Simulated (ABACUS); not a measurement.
Worked example: self-consistent single point of Se (P3_121, 6 atoms in the cell; from Materials Project mp-14, changed as shown) in ABACUS.

Computed with PBE, numerical atomic orbitals TZDP (confined pseudo-atomic orbitals with Gaussian additions; energy shift 0.01 Ry), PseudoDojo 0.5 standard norm-conserving PBE (tails mended) pseudopotentials in ABACUS.

The change in words: lattice scaled by 1.02. Reference geometry (P3_121):
```
CELL_PARAMETERS angstrom
      4.50482     0.00000     0.00000
      0.00000     7.80258     0.00000
      0.00000     0.00000     4.97880
ATOMIC_POSITIONS crystal
  Se 0.21789 0.00000 0.33333
  Se 0.89106 0.10895 0.66667
  Se 0.39105 0.39105 0.00000
  Se 0.71789 0.50000 0.33333
  Se 0.39105 0.60894 0.66667
  Se 0.89106 0.89106 0.00000
```

Reference input (self-consistent single point, DFT, PBE, numerical atomic orbitals TZDP (confined pseudo-atomic orbitals with Gaussian additions; energy shift 0.01 Ry), PseudoDojo 0.5 standard norm-conserving PBE (tails mended) pseudopotentials): basis = TZDP numerical atomic orbitals, energy shift 0.01 Ry; KPT = Gamma 4 2 4 0 0 0; basis_type = lcao; dft_functional = PBE; ecutwfc = 100 Ry; smearing_method = fd; smearing_sigma = 0.00367493 Ry; potentials = PseudoDojo 0.5 standard norm-conserving PBE (tails mended); symmetry = 1; symmetry_prec = 1e-05; ks_solver = genelpa; scf_nmax = 100. This run's input differs from it in these lines:

```diff
@@ -31,5 +31,5 @@
 LATTICE_VECTORS
-   4.5048200000    0.0000000000    0.0000000000
-   0.0000000000    7.8025770000    0.0000000000
-   0.0000000000    0.0000000000    4.9788000000
+   4.5949160000    0.0000000000    0.0000000000
+   0.0000000000    7.9586290000    0.0000000000
+   0.0000000000    0.0000000000    5.0783760000
```

Output (repeated stretches shortened):

```
 SELF-CONSISTENT
 -------------------------------------------

                  longest orb rcut (Bohr) = 5.9
   longest nonlocal projector rcut (Bohr) = 1.94
                     search radius (Bohr) = 15.7

                          real space grid = [ 60, 96, 64 ]
                                 init_chg = atomic

 LCAO ALGORITHM --------------- ION=   1  ELEC=   1--------------------------------

 Density error is 0.0321255436645
 E_KohnSham     -1454.7059362608     -19792.2896475711
 E_Fermi        0.4580344536         6.2318784493

 LCAO ALGORITHM --------------- ION=   1  ELEC=   2--------------------------------

   [... lines left out ...]

   [... 4 blocks of this kind left out ...]

 LCAO ALGORITHM --------------- ION=   1  ELEC=   7--------------------------------

 Density error is 3.09378271691e-06
 E_KohnSham     -1454.7116740568     -19792.3677142914
 E_Fermi        0.4672396525         6.3571216056

 LCAO ALGORITHM --------------- ION=   1  ELEC=   8--------------------------------

 Density error is 4.90646192102e-07
 E_KohnSham     -1454.7116740570     -19792.3677142941
 E_KS(sigma->0) -1454.7116739645     -19792.3677130360
 E_entropy(-TS) -0.0000001849        -0.0000025161
 E_Fermi        0.4672412047         6.3571427237
 charge density convergence is achieved
 final etot is -19792.367714 eV
 EFERMI = 6.3571427237 eV

 STATE ENERGY(eV) AND OCCUPATIONS    NSPIN == 1
   [... 55 lines left out ...]

 TOTAL-FORCE (eV/Angstrom)
                       Se1        -0.0937154766         0.0000000000         0.0000000000
                       Se2         0.0468577383        -0.0946982007         0.0113904701
                       Se3         0.0468577383         0.0946982007        -0.0113904701
                       Se4        -0.0937154766         0.0000000000         0.0000000000
                       Se5         0.0468577383        -0.0946982007         0.0113904701
                       Se6         0.0468577383         0.0946982007        -0.0113904701

 TOTAL-STRESS (KBAR)
       -27.7692720043         0.0000000000         0.0000000000
         0.0000000000       -28.0960680927         0.1114633223
         0.0000000000         0.1114633223       -30.0069160603
 TOTAL-PRESSURE: -28.624085 KBAR

 --------------------------------------------
 !FINAL_ETOT_IS -19792.3677142941050988 eV
 --------------------------------------------
```

The run converged in 8 iterations. Against the reference run the free energy rises by 15.6 meV/atom, the pressure goes from 0.23 to -2.86 GPa, the largest force goes from 0.521 to 0.106 eV/Å and the gap on the mesh goes from 1.193 to 1.127 eV.

The atom-centred basis is finite, which shifts total energies, pressures, gaps and forces against plane waves. The structure comes from a collection of computed structures, made at another level of theory; the collection holds predicted forms beside known ones.

Cost on one core: about 40 core-seconds (a rough figure).

The atomic orbitals were generated for these runs; they are not ABACUS's published sets and were checked against plane waves on a few crystals only.

“Tails mended”: in these copies of the files the far tail of each local potential was reset to the Coulomb form.
